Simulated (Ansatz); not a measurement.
The relaxed structure here is a generated cell of MgTe2: the first start was made by placing the elements on the sites of a structure type, and the end was not matched to a known phase here, so it may be hypothetical.

A relaxed cell of MgTe2 (C2/m (No. 12)), relaxed on a k-mesh at least as fine as the one used below. All values below come from r2SCAN (plane waves to 500 eV, PAW, scalar-relativistic; Ansatz, an electronic-structure program). Γ-centred k-mesh 6×3×5 on the run's cell (coarser than for final values), Fermi–Dirac smearing 0.05 eV.

```xyz
6
Lattice="4.1269 -2.0430 0.0000 8.2537 4.0861 0.0000 -1.1879 0.0000 5.3386" Properties=species:S:1:pos:R:3 pbc="T T T"
Mg     0.0000     0.0000     0.0000
Mg     4.1269     2.0430     0.0000
Te     5.7925     0.0000     1.4169
Te     9.9194     2.0430     1.4169
Te     1.2733     0.0000     3.9217
Te     5.4001     2.0430     3.9217
```

The atoms are displaced by (Å):

| atom | ux | uy | uz |
|---|---|---|---|
| Mg1 | 0.003 | 0.013 | -0.188 |
| Mg2 | 0.083 | -0.104 | -0.009 |
| Te3 | -0.003 | 0.059 | -0.072 |
| Te4 | 0.006 | 0.100 | 0.140 |
| Te5 | 0.026 | -0.044 | 0.035 |
| Te6 | -0.081 | 0.037 | 0.035 |

What forces (eV/Å) and pressure result?


```json
[
 {"atom": "Mg1", "Fx": "-0.21", "Fy": "-0.15", "Fz": "0.58"},
 {"atom": "Mg2", "Fx": "-0.78", "Fy": "0.39", "Fz": "0.26"},
 {"atom": "Te3", "Fx": "0.33", "Fy": "-0.34", "Fz": "-0.16"},
 {"atom": "Te4", "Fx": "-0.01", "Fy": "-0.20", "Fz": "-0.09"},
 {"atom": "Te5", "Fx": "0.02", "Fy": "0.16", "Fz": "-0.34"},
 {"atom": "Te6", "Fx": "0.65", "Fy": "0.15", "Fz": "-0.25"}
]
```

Pressure +0.7 GPa.

The undisplaced cell is probably no minimum: from this displacement the run went on to P-1 (No. 2) at a tolerance of 0.01 Å, C2/m (No. 12) at 0.1 Å, 0.10 eV/atom below it.

No spin polarisation in the result.
